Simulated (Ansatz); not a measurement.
Se:
```
CELL_PARAMETERS angstrom
      4.52804     0.00000     0.00000
     -2.26402     3.92140     0.00000
      0.00000     0.00000     5.04320
ATOMIC_POSITIONS crystal
  Se 0.21848 0.00000 0.83333
  Se 0.00000 0.21848 0.16667
  Se 0.78152 0.78152 0.50000
```

Cartesian axes are those of the cell as given.

Give the proper piezoelectric stress tensor with relaxed ions from plane-wave PAW PBE (Ansatz code).

In C/m², rows x, y, z, Voigt columns; mesh uncertainty up to 0.02.
```
-0.43   0.43   0.00  -0.01   0.00   0.00
 0.00   0.00   0.00   0.00   0.01   0.43
 0.00   0.00   0.00   0.00   0.00   0.00
```

The elastic tensor of the same run (GPa):

```csv
,1,2,3,4,5,6
1,7.2,2.3,8.9,2.9,0.0,0.0
2,2.3,7.2,8.9,-2.9,0.0,0.0
3,8.9,8.9,70.0,0.0,0.0,0.0
4,2.9,-2.9,0.0,11.3,0.0,0.0
5,0.0,0.0,0.0,0.0,11.3,2.9
6,0.0,0.0,0.0,0.0,2.9,2.4
```

Convert to strain constants d = e·S.

In pC/N:
```
-126.7   126.7     0.0    63.8     0.0     0.0
   0.0     0.0     0.0     0.0   -63.8   253.4
   0.0     0.0     0.0     0.0     0.0     0.0
```

Space group P3_121 (trigonal Se type). The PBE relaxation kept the symmetry of its start. A crystal of weakly bound chains computed without a dispersion correction: the cell and the soft elastic constants depend strongly on that.

Potentials: the later of the program's two PAW sets.
